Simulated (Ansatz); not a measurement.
BeS:
```cif
data_Be3S3
_chemical_formula_sum 'Be3 S3'
_space_group_name_H-M_alt 'P 1'
_space_group_IT_number 1
_cell_length_a 3.42332
_cell_length_b 3.42332
_cell_length_c 7.74601
_cell_angle_alpha 90.000
_cell_angle_beta 90.000
_cell_angle_gamma 120.000
loop_
_space_group_symop_operation_xyz
  'x, y, z'
loop_
_atom_site_label
_atom_site_type_symbol
_atom_site_fract_x
_atom_site_fract_y
_atom_site_fract_z
_atom_site_occupancy
Be1 Be 0.00000 0.50000 0.33333 1
Be2 Be 0.50000 0.50000 0.66667 1
Be3 Be 0.50000 0.00000 0.00000 1
S1 S 0.00000 0.50000 0.83333 1
S2 S 0.50000 0.50000 0.16667 1
S3 S 0.50000 0.00000 0.50000 1
```

Relaxed with PBEsol. DFT-PBEsol in the program Ansatz with PAW potentials gives a gap of 2.48 eV.

Task: What gap does HSE06 give on the same cell (Ansatz, PAW)?

Result: 3.52 eV, 1.05 eV more. The hybrid was solved on a coarser mesh and at special points; the gap given is the minimum over both.

```json
[
 {"k": "Γ", "v1 PBEsol": "0.00", "c1 PBEsol": "3.91", "v1 HSE06": "0.00", "c1 HSE06": "5.06"},
 {"k": "A", "v1 PBEsol": "-0.39", "c1 PBEsol": "3.38", "v1 HSE06": "?", "c1 HSE06": "?"},
 {"k": "K", "v1 PBEsol": "-1.75", "c1 PBEsol": "3.96", "v1 HSE06": "?", "c1 HSE06": "?"},
 {"k": "H", "v1 PBEsol": "-1.30", "c1 PBEsol": "4.34", "v1 HSE06": "?", "c1 HSE06": "?"},
 {"k": "M", "v1 PBEsol": "-1.69", "c1 PBEsol": "2.49", "v1 HSE06": "-1.88", "c1 HSE06": "3.53"},
 {"k": "L", "v1 PBEsol": "-1.34", "c1 PBEsol": "3.06", "v1 HSE06": "?", "c1 HSE06": "?"}
]
```

Task: Top valence (v1) and lowest conduction level (c1) in eV from each method's valence maximum (which need not be a listed point): supply the withheld HSE06 values.

Result: 
- L, v1 HSE06: -1.41
- L, c1 HSE06: 4.11
- K, v1 HSE06: -1.89
- K, c1 HSE06: 5.08
- H, v1 HSE06: -1.34
- H, c1 HSE06: 5.44
- A, v1 HSE06: -0.39
- A, c1 HSE06: 4.50

Cost on shared cores: the PBEsol run (SCF on a 9×9×4 mesh, then bands and DOS) about 30 core-seconds (a rough figure), the HSE06 run (SCF on 6×6×2, then a few points) around 60 core-seconds (rough); the tasks are unlike.

Space group P6_422. The start of the workflow was typed in or built on a structure type; neither database checked (COD, Materials Project) lists it. COD files the formula under space group No. 216. Its standing as an ambient phase is unchecked. The PBEsol relaxation kept the symmetry of its start; whether a distortion lowers the energy is not shown.

Potentials: the earlier of the program's two PAW sets. The files were generated under PBE; for other functionals the program regenerates the frozen cores, and for LDA and PBEsol the local potential too.
